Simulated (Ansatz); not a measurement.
ScOF:
```yaml
crystal:
  lattice:
    - [3.57757, 0.00000, 0.00000]
    - [0.00000, 3.57757, 0.00000]
    - [0.00000, 0.00000, 5.09461]
  atoms:
    - { symbol: Sc, position: [0.50000, 0.00000, 0.70723] }
    - { symbol: Sc, position: [0.00000, 0.50000, 0.29277] }
    - { symbol: O, position: [0.00000, 0.00000, 0.50000] }
    - { symbol: O, position: [0.50000, 0.50000, 0.50000] }
    - { symbol: F, position: [0.50000, 0.50000, 0.00000] }
    - { symbol: F, position: [0.00000, 0.00000, 0.00000] }
```

Relaxed with PBEsol.

### Question
Give the optical modes at the zone centre with their infrared activity from DFPT, PBEsol (plane waves, PAW; program Ansatz).

### Answer
Transverse frequencies, without the LO–TO term; a row sums one degenerate level.

```
ω (cm⁻¹)  degeneracy  IR ((D/Å)²/amu)     activity  symmetry
--------  ----------  ---------------  -----------  --------
45                 2            10.91           IR        Eu
65                 1             0.00  IR-inactive       B1g
190                2             0.00  IR-inactive        Eg
291                1            19.56           IR       A2u
352                2             0.00  IR-inactive        Eg
376                2            74.85           IR        Eu
406                1             0.00  IR-inactive       A1g
453                1             0.00  IR-inactive       B1g
584                2             0.00  IR-inactive        Eg
592                1             4.39           IR       A2u
```

### Question
How high does the top mode go among those that the LO–TO term moves?

### Answer
678 cm⁻¹ for q along x, 678 cm⁻¹ for q along y, 663 cm⁻¹ for q along z.

Space group P4/nmm. The first step of the workflow began from a Materials Project structure, measured or hypothetical; the Crystallography Open Database copy checked does not list it. Whether it is the stable phase at ambient conditions was not checked. The cell was relaxed with PBEsol under the symmetry of its start. At this level the phase is dynamically unstable (imaginary phonons). The run is not spin-polarised.

Potentials: the later of the program's two PAW sets.
